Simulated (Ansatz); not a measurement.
Input and command of a plane-wave DFT calculation in Ansatz:

```yaml
crystal:
  lattice:
    - [0.0, 3.2456, 3.2456]
    - [3.2456, 0.0, 3.2456]
    - [3.2456, 3.2456, 0.0]
  atoms:
    - { symbol: Sn, position: [0.5, 0.5, 0.5] }
    - { symbol: Sn, position: [0.75, 0.75, 0.75] }
basis:
  ecutwfc: 500
kpoints:
  mp_grid: { grid: [10, 10, 10] }
hamiltonian:
  xc: r2scan
scf:
  occupations: { method: gaussian, width: 0.15 }
output:
  forces: true
  stress: true
  eigenvalues: true
```

```bash
ansatz run input.yaml --threads 1 --pin off --max-ram 2560MiB --backend cpu --events-out ev --progress --plain --runs-dir out
```

Processor: AMD EPYC (Zen 3), 1 thread, on a host shared with other jobs.

Estimate time, memory and problem size.

About 17 s on 1 thread of AMD EPYC (Zen 3), on a shared host, peak memory 0.58 GiB. It solves 18 bands at 47 k points (the mesh reduced by the symmetry that the task leaves, which can be less than the crystal's) with about 1807 plane waves, in 7 SCF iterations.
